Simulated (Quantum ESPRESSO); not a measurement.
# Band energies of NaCoO₂ at +2 % isotropic strain

```xyz
4
Lattice="1.4734 0.8506 5.2180 -1.4734 0.8506 5.2180 0.0000 -1.7013 5.2180" Properties=species:S:1:pos:R:3 pbc="T T T"
O      0.0000     0.0000     3.5576
O      0.0000     0.0000    12.0964
Na     0.0000     0.0000     0.0000
Co     0.0000     0.0000     7.8270
```

PBEsol (Quantum ESPRESSO, PseudoDojo norm-conserving, 96 Ry, without SOC); path ΓLB1,BZΓX,QFP1Z,LP; energies in eV from the valence-band maximum.

| k (1/Å) | point | band 15 | band 16 | band 17 | band 18 | band 19 | band 20 | band 21 | band 22 |
|---|---|---|---|---|---|---|---|---|---|
| 0.00 | Γ | -2.38 | -2.38 | -1.18 | -1.18 | -0.13 | 1.81 | 1.81 | 3.10 |
| 0.68 |  | -3.50 | -2.52 | -0.84 | -0.53 | -0.17 | 0.80 | 1.59 | 5.40 |
| 1.25 | L | -3.87 | -3.52 | -1.00 | -0.71 | -0.44 | 1.14 | 1.70 | 7.80 |
| 1.36 |  | -3.94 | -3.53 | -0.98 | -0.70 | -0.43 | 1.14 | 1.66 | 7.82 |
| 2.03 | B1 | -4.07 | -3.82 | -1.00 | -0.39 | -0.30 | 1.12 | 1.19 | 7.93 |
| 2.03 | B | -4.07 | -3.82 | -1.00 | -0.39 | -0.30 | 1.12 | 1.19 | 7.93 |
| 2.55 |  | -4.16 | -2.73 | -0.76 | -0.43 | -0.39 | 0.88 | 1.31 | 6.14 |
| 3.17 |  | -2.88 | -2.65 | -1.03 | -1.03 | -0.02 | 1.59 | 1.79 | 4.90 |
| 3.38 | Z | -2.43 | -2.43 | -1.18 | -1.18 | -0.05 | 1.85 | 1.85 | 4.75 |
| 3.86 |  | -2.39 | -2.39 | -1.18 | -1.18 | -0.12 | 1.82 | 1.82 | 3.23 |
| 3.98 | Γ | -2.38 | -2.38 | -1.18 | -1.18 | -0.13 | 1.81 | 1.81 | 3.10 |
| 4.47 |  | -3.34 | -2.30 | -0.83 | -0.59 | -0.13 | 1.15 | 1.47 | 4.44 |
| 5.05 |  | -4.35 | -3.35 | -0.78 | -0.59 | -0.21 | 1.08 | 1.21 | 7.14 |
| 5.44 | X | -4.06 | -3.90 | -1.00 | -0.36 | -0.32 | 1.12 | 1.18 | 8.05 |
| 5.44 | Q | -4.06 | -3.90 | -1.00 | -0.36 | -0.32 | 1.12 | 1.18 | 8.05 |
| 5.55 |  | -4.03 | -3.69 | -0.99 | -0.45 | -0.29 | 1.15 | 1.21 | 7.74 |
| 6.11 | F | -3.87 | -3.23 | -1.11 | -0.71 | -0.45 | 1.25 | 1.71 | 6.57 |
| 6.11 | P1 | -3.87 | -3.27 | -1.08 | -0.71 | -0.45 | 1.19 | 1.71 | 6.75 |
| 6.65 |  | -3.44 | -2.68 | -0.94 | -0.54 | -0.15 | 0.75 | 1.60 | 5.62 |
| 7.19 |  | -2.53 | -2.48 | -1.15 | -1.14 | -0.04 | 1.80 | 1.84 | 4.78 |
| 7.28 | Z | -2.43 | -2.43 | -1.18 | -1.18 | -0.05 | 1.85 | 1.85 | 4.75 |
| 7.28 | L | -3.87 | -3.52 | -1.00 | -0.71 | -0.44 | 1.14 | 1.70 | 7.80 |
| 7.69 | P | -3.87 | -3.27 | -1.08 | -0.71 | -0.45 | 1.19 | 1.71 | 6.75 |

The PBEsol gap is 0.65 eV; at least one edge lies off the plotted path, at a point of the SCF mesh. The smallest direct gap is 0.75 eV.

The 3d shell has no Hubbard U; the runs are without spin polarisation, and magnetic order was not tried.

Geometry strained from the cell relaxed with PBEsol, atoms relaxed again.

The structure is a Materials Project entry; no match was found in the copy of COD used, and its stability was not checked.
